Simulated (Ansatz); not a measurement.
Input file for Ansatz (a quantum-chemistry and plane-wave program):

Ansatz 0.2 input:
```yaml
crystal:
  lattice:
    - [0.0, 2.4342899969, 2.4342899969]
    - [2.4342899969, 0.0, 2.4342899969]
    - [2.4342899969, 2.4342899969, 0.0]
  atoms:
    - { symbol: Be, position: [0.5, 0.5, 0.5] }
    - { symbol: S, position: [0.25, 0.25, 0.25] }
kpoints:
  mp_grid: { grid: [8, 8, 8] }
hamiltonian:
  xc: r2scan
  pseudopotentials: { kind: paw }
scf:
  occupations: { method: fixed }
output:
  optics: { e_range: [0.0, 15.0], de: 0.05, sigma: 0.1, bands: { spectra_wanted_up_to: 12 eV } }
```

Output (shortened):

```
output.optics: the spectra are integrated over the Brillouin zone by k·p interpolation around the k-points, where levels, occupations, output.optics.sigma and …
Pseudopotentials: kind: paw
Pseudopotential: Be, paw, valence charge 2
Pseudopotential: S, paw, valence charge 6
Functional definition: r2SCAN
Crystal: 2 atoms, lattice volume = 28.850 Å³
Basis set: ecut = 500 eV, 725 PW (Γ), exchange–correlation on 108×108×108 points (64 copies of the dense FFT grid, shifted against one another)
Bands: 8, of which v1, the nominal top of the filled ones, is band 4 counted from 1 (3 counted from 0)
Symmetry: 24 space group operations
Space group: F-43m (ITA 216), of the structure as read, at distance tolerance 3.1e-5 Å
k-points: 29 of 512 (time reversal used)
PAW frozen core: Be, regenerated for the run's functional
PAW frozen core: S, regenerated for the run's functional
Initial wavefunctions: pseudopotential atomic-orbital guess
Eigensolver: davidson
Functional: x = r2scan, c = r2scan; τ floored in thin density (d = 2e-4 eV/Å³)
SCF iter   1: F=—  HF=-1001.522723 eV  |F-HF|=—  |Δ(HF+E_count)|=         —  Δρ=4.77e-3  dr2=5.22e-3  dr2_τ=2.88e-2  ethr=1.77e-3  ⟨swp⟩=4.4  Hψ=1675  notcnv=0  defer=41
all-band conjugate gradients solve this SCF's bands
preconditioner: auto → none
SCF iter   2: F=—  HF=-1001.595584 eV  |F-HF|=—  |Δ(HF+E_count)|=   7.29e-2  Δρ=3.07e-3  dr2=2.15e-3  dr2_τ=2.87e-5  ethr=6.53e-5  ⟨swp⟩=2.1  Hψ=653  notcnv=0  defer=48
SCF iter   3: F=—  HF=-1001.596182 eV  |F-HF|=—  |Δ(HF+E_count)|=   5.98e-4  Δρ=1.53e-3  dr2=9.88e-4  dr2_τ=4.00e-5  ethr=2.69e-5  ⟨swp⟩=2.0  Hψ=409  notcnv=0  defer=51
SCF iter   4: F=—  HF=-1001.596135 eV  |F-HF|=—  |Δ(HF+E_count)|=   4.63e-5  Δρ=4.30e-4  dr2=7.82e-5  dr2_τ=7.29e-7  ethr=1.23e-5  ⟨swp⟩=2.9  Hψ=404  notcnv=0  defer=52
SCF iter   5: F=—  HF=-1001.596142 eV  |F-HF|=—  |Δ(HF+E_count)|=   6.52e-6  Δρ=1.83e-5  dr2=4.20e-8  dr2_τ=7.22e-9  ethr=9.78e-7  ⟨swp⟩=2.1  Hψ=372  notcnv=0  defer=52
SCF iter   6: F=—  HF=-1001.596142 eV  |F-HF|=—  |Δ(HF+E_count)|=   2.68e-7  Δρ=4.57e-6  dr2=7.66e-9  dr2_τ=3.90e-10  ethr=5.25e-10  ⟨swp⟩=2.0  Hψ=348  notcnv=0
SCF iter   7: F=—  HF=-1001.596142 eV  |F-HF|=—  |Δ(HF+E_count)|=  9.90e-11  Δρ=3.23e-7  dr2=3.59e-11  dr2_τ=7.37e-13  ethr=9.58e-11  ⟨swp⟩=2.2  Hψ=341  notcnv=0
SCF iter   8: F=-1001.596142 eV  HF=-1001.596142 eV  |F-HF|=1.14e-13  |Δ(HF+E_count)|=  1.82e-12  Δρ=2.81e-8  dr2=1.54e-13  dr2_τ=5.23e-14  ethr=1.00e-12  ⟨swp⟩=4.3  Hψ=1069  notcnv=0
SCF 1 converged in 8 iterations: F = -1001.596142 eV  dr2 = 1.54e-13
NSCF: frozen V_eff on 29 k-points
Optics k sum: 0 of 29 k-points
Optics k sum: 2 of 29 k-points
Optics k sum: 3 of 29 k-points
Optics k sum: 5 of 29 k-points
Optics k sum: 6 of 29 k-points
Optics k sum: 8 of 29 k-points
Optics k sum: 9 of 29 k-points
Optics k sum: 11 of 29 k-points
Optics k sum: 12 of 29 k-points
Optics k sum: 14 of 29 k-points
Optics k sum: 15 of 29 k-points
Optics k sum: 16 of 29 k-points
Optics k sum: 18 of 29 k-points
Optics k sum: 19 of 29 k-points
Optics k sum: 21 of 29 k-points
Optics k sum: 22 of 29 k-points
Optics k sum: 24 of 29 k-points
Optics k sum: 25 of 29 k-points
Optics k sum: 27 of 29 k-points
Optics k sum: 28 of 29 k-points
Optics k sum: 29 of 29 k-points
Optics k sum: 0 of 29 k-points
Optics k sum: 2 of 29 k-points
Optics k sum: 3 of 29 k-points
Optics k sum: 5 of 29 k-points
Optics k sum: 6 of 29 k-points
Optics k sum: 8 of 29 k-points
Optics k sum: 9 of 29 k-points
Optics k sum: 11 of 29 k-points
Optics k sum: 12 of 29 k-points
Optics k sum: 14 of 29 k-points
Optics k sum: 15 of 29 k-points
Optics k sum: 16 of 29 k-points
Optics k sum: 18 of 29 k-points
Optics k sum: 19 of 29 k-points
Optics k sum: 21 of 29 k-points
Optics k sum: 22 of 29 k-points
Optics k sum: 24 of 29 k-points
Optics k sum: 25 of 29 k-points
Optics k sum: 27 of 29 k-points
Optics k sum: 28 of 29 k-points
Optics k sum: 29 of 29 k-points
output.optics: what the bands over the 13 summed would add to eps1, eps2 and the energy-loss function is held between a lower and an upper bound (5 Lanczos …
SCF converged after 8 iterations
Free energy (F): -1001.596142 eV
Harris-Foulkes:  -1001.596142 eV  (|F-HF|=1.14e-13)
Internal energy: -1001.596142 eV  (E = F + TS)
E sigma→0 (E₀):  -1001.596142 eV
Fermi energy:    4.999022 eV
--- Per-component energies (eV) ---
  E_band       = -2.452423
  E_kinetic    = 127.846047
  E_local      = -116.564324  (includes V_loc(G=0)·N_el)
  E_nonlocal   = 32.283088
  E_hartree    = 36.252065
  E_xc         = -111.194509
  E_vxc        = -117.426125  (∫ρ·V_xc dr)
  E_paw        = -670.424348  (= ΣΔE_a)
  E_vpaw       = -6.404414  (= ΣTr[D̂ρ^β])
  E_aug_tail   = 0.000001  (compensation charges beyond the density's cutoff)
  E_vtau       = 5.309172  (kinetic-family band-sum trace: ∫τ·v_τ [+ j·A + Jᵃ·Aᵃ] dr)
  E_ewald      = -299.672367
  E_core_change = -0.121794  (= ΣΔE_core)
  E_smearing   =  0.000000  (= −TS)
  E_closure    =  0.000000  (closes the sum)
  Σ components = -1001.596142   (vs F -1001.596142, Δ=0.00e0)
  [band-id]    e_kinetic+e_local+e_nonlocal+2·e_hartree+e_vxc+e_vpaw+e_augmentation_tail+e_vtau = -2.452426   (vs E_band -2.452423, Δ=-3.03e-6)
--- Band table (eV; the first three rows and the last of 29) ---
  k-point 0: bands = ["-9.2219", "4.9990", "4.9990", "4.9990", "11.2332", "11.2332", "11.2332", "11.5806"]
  k-point 1: bands = ["-9.0393", "3.7992", "4.8012", "4.8012", "11.2093", "11.5977", "11.5977", "12.8179"]
  k-point 2: bands = ["-8.5373", "1.6544", "4.4017", "4.4017", "11.1379", "12.1491", "12.1491", "14.9928"]
  k-point 28: bands = ["-6.9609", "0.6380", "1.0816", "1.6440", "11.9406", "13.6782", "14.1980", "14.4184"]
  band table: 8 of 8 bands, residual norms ≤ 1.0e-3 eV
```

Cost: about 7 core-seconds (a rough figure) on shared cores.

Symmetry was held in the r²SCAN relaxation. The volume moved by 28 % from the start of the relaxation.

Potentials: the later of the program's two PAW sets.

Ansatz is a plane-wave DFT program.
